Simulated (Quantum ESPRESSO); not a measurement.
pw.x input (Quantum ESPRESSO 7.5; PBEsol, PseudoDojo standard norm-conserving files, fully relativistic):

```
&CONTROL
  calculation = 'scf'
  pseudo_dir = './pseudo'
  outdir = './out'
  tprnfor = .true.
  tstress = .true.
/
&SYSTEM
  ibrav = 0
  nat = 2
  ntyp = 2
  ecutwfc = 46.0
  ecutrho = 184.0
  occupations = 'smearing'
  smearing = 'fd'
  degauss = 0.002
  nbnd = 20
  noncolin = .true.
  lspinorb = .true.
/
&ELECTRONS
  conv_thr = 2e-10
/
ATOMIC_SPECIES
Br 79.9040 Br.upf
Rb 85.4678 Rb.upf
CELL_PARAMETERS angstrom
  0.000000000000   3.421605093000   3.421605093000
  3.421605093000   0.000000000000   3.421605093000
  3.421605093000   3.421605093000   0.000000000000
ATOMIC_POSITIONS crystal
Br   0.500000000000   0.500000000000   0.500000000000
Rb   0.000000000000   0.000000000000   0.000000000000
K_POINTS automatic
8 8 8 0 0 0
```

End of the output:

```
     total energy              =     -85.78239416 Ry
     estimated scf accuracy    <       0.00000056 Ry
     total energy              =     -85.78239427 Ry
     estimated scf accuracy    <          1.8E-09 Ry
     total energy              =     -85.78239428 Ry
     estimated scf accuracy    <          1.1E-09 Ry
[...]
     the Fermi energy is     3.3243 ev
!    total energy              =     -85.78239428 Ry
     estimated scf accuracy    <          9.8E-11 Ry
     smearing contrib. (-TS)   =       0.00000000 Ry
     internal energy E=F+TS    =     -85.78239428 Ry
     The total energy is F=E-TS. E is the sum of the following terms:
     one-electron contribution =     -19.36538167 Ry
     hartree contribution      =      14.67340408 Ry
     xc contribution           =     -24.38223942 Ry
     ewald contribution        =     -56.70817726 Ry
     convergence has been achieved in   9 iterations
     Forces acting on atoms (cartesian axes, Ry/au):
     atom    1 type  1   force =     0.00000000    0.00000000    0.00000000
     atom    2 type  2   force =     0.00000000    0.00000000   -0.00000000
     Total force =     0.000000     Total SCF correction =     0.000000
     Computing stress (Cartesian axis) and pressure
          total   stress  (Ry/bohr**3)                   (kbar)     P=        0.04
   0.00000027   0.00000000   0.00000000            0.04        0.00        0.00
   0.00000000   0.00000027  -0.00000000            0.00        0.04       -0.00
   0.00000000  -0.00000000   0.00000027            0.00       -0.00        0.04
```
In a gapped system the printed Fermi energy is only some level inside the gap.

Geometry relaxed with PBEsol.
